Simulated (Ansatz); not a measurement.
Problem. Each is relaxed and computed with DFT-LDA in the program Ansatz with PAW potentials. Which is the only one with a gap?
A) Mg2Si, P4/nmm (Mg on 2a, Mg on 2c, Si on 2c)
B) Mg2ZnO3, P-3m1 (Mg on 2d, Zn on 1a, O on 2d, O on 1b)
C) Cr2C, P-3m1 (Cr on 2d, C on 1b)
D) Ta2C, P-3m1 (Ta on 2d, C on 1a)

Solution. B, Mg2ZnO3, P-3m1 (Mg on 2d, Zn on 1a, O on 2d, O on 1b). Mg2ZnO3: gap 3.37 eV (indirect); Cr2C: metal; Ta2C: metal; Mg2Si: metal. Not the usual ambient phase: Mg2Si, P4/nmm (Mg on 2a, Mg on 2c, Si on 2c). Standing as an ambient phase not checked: Mg2ZnO3, P-3m1 (Mg on 2d, Zn on 1a, O on 2d, O on 1b); Cr2C, P-3m1 (Cr on 2d, C on 1b); Ta2C, P-3m1 (Ta on 2d, C on 1a). Perhaps ordered models of mixed-site phases: Mg2ZnO3, P-3m1 (Mg on 2d, Zn on 1a, O on 2d, O on 1b). All cells were relaxed under the symmetry of their starts (and spin orders); stability against distortions was not tested throughout. Rows with no word on spin ran without spin polarisation. Scalar-relativistic: spin–orbit coupling is off unless named, which matters more the heavier the elements.

Potentials: the later of the program's two PAW sets.
